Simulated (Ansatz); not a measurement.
Given:

MgGaAu:
Space group P-62m (No. 189); a = b = 7.3366 Å, c = 3.4220 Å, α = β = 90.00°, γ = 120.00°

```json
[
 {"atom": "Mg", "site": "3f", "symmetry": "m2m", "x": "0.0000", "y": "0.6160", "z": "0.0000"},
 {"atom": "Ga", "site": "3g", "symmetry": "m2m", "x": "0.7192", "y": "0.7192", "z": "0.5000"},
 {"atom": "Au", "site": "1a", "symmetry": "-62m", "x": "0.0000", "y": "0.0000", "z": "0.0000"},
 {"atom": "Au", "site": "2d", "symmetry": "-6..", "x": "0.3333", "y": "0.6667", "z": "0.5000"}
]
```

This is the r²SCAN-relaxed structure.

### Question
All from plane-wave PAW r²SCAN (Ansatz code), unless another level is named. Estimate the formation energy from the elements (no fitted shifts).

### Answer
-0.45 eV/atom.

### Question
What about the density of states at the Fermi level?

### Answer
0.28 states/eV per atom (mean over ±0.08 eV).

The workflow started from a Materials Project entry (that database holds measured and hypothetical structures alike); the Crystallography Open Database files this formula in space group No. 189, but the cells were not matched. Its standing as an ambient phase is unchecked. The cell was relaxed with r²SCAN under the symmetry of its start; its stability against distortions is not shown here. Axis ratios of metals converge slowly with the k-mesh, so a and c are less sure than the volume. The references are the lowest solids computed at this level, not always the standard phases. Scalar-relativistic: spin–orbit coupling is off unless named, which matters more the heavier the elements.

Potentials: the later of the program's two PAW sets.
